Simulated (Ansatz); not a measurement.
TaAl:
```cif
data_Al4Ta4
_chemical_formula_sum 'Ta4 Al4'
_space_group_name_H-M_alt 'Fm-3m'
_space_group_IT_number 225
_space_group_name_Hall '-F 4 2 3'
_cell_length_a 5.23056
_cell_length_b 5.23056
_cell_length_c 5.23056
_cell_angle_alpha 90.000
_cell_angle_beta 90.000
_cell_angle_gamma 90.000
loop_
_atom_site_label
_atom_site_type_symbol
_atom_site_symmetry_multiplicity
_atom_site_Wyckoff_symbol
_atom_site_fract_x
_atom_site_fract_y
_atom_site_fract_z
_atom_site_occupancy
Ta1 Ta 4 a 0.00000 0.00000 0.00000 1
Al1 Al 4 b 0.50000 0.50000 0.50000 1
```
(The calculation used a cell of 2 atoms; values per cell refer to that cell.)

Relaxed with PBEsol in the plane-wave PAW code Ansatz. Indices refer to the conventional cell of Fm-3m, a = b = c = 5.2306 Å, α = β = γ = 90.00°.

Question: Simulate the powder diffraction pattern (Ag Kα, λ = 0.560885 Å; lines above 1 %) up to 2θ = 30°.

Answer: Simulated powder pattern, Ag Kα, λ = 0.560885 Å (kinematic, ideal powder, no thermal factors, no anomalous dispersion; the 30 strongest lines at most, above 1 %, up to 2θ = 30°):

```json
[
 {"2θ (°)": "10.66", "d (Å)": "3.020", "I/Imax (%)": "100", "hkl": "(111)"},
 {"2θ (°)": "12.31", "d (Å)": "2.615", "I/Imax (%)": "97", "hkl": "(200)"},
 {"2θ (°)": "17.45", "d (Å)": "1.849", "I/Imax (%)": "79", "hkl": "(220)"},
 {"2θ (°)": "20.49", "d (Å)": "1.577", "I/Imax (%)": "57", "hkl": "(311)"},
 {"2θ (°)": "21.41", "d (Å)": "1.510", "I/Imax (%)": "30", "hkl": "(222)"},
 {"2θ (°)": "24.77", "d (Å)": "1.308", "I/Imax (%)": "14", "hkl": "(400)"},
 {"2θ (°)": "27.03", "d (Å)": "1.200", "I/Imax (%)": "25", "hkl": "(331)"},
 {"2θ (°)": "27.75", "d (Å)": "1.170", "I/Imax (%)": "40", "hkl": "(420)"}
]
```

The start of the workflow was typed in or built on a structure type; neither database checked (COD, Materials Project) lists it. Whether it is the stable phase at ambient conditions was not checked. The PBEsol relaxation kept the symmetry of its start. At this level the phase is mechanically unstable. The run is not spin-polarised. Its formation energy is positive at this level, so the cell may be metastable or incomplete. Scalar-relativistic: spin–orbit coupling is off unless named, which matters more the heavier the elements.

Potentials: the later of the program's two PAW sets.
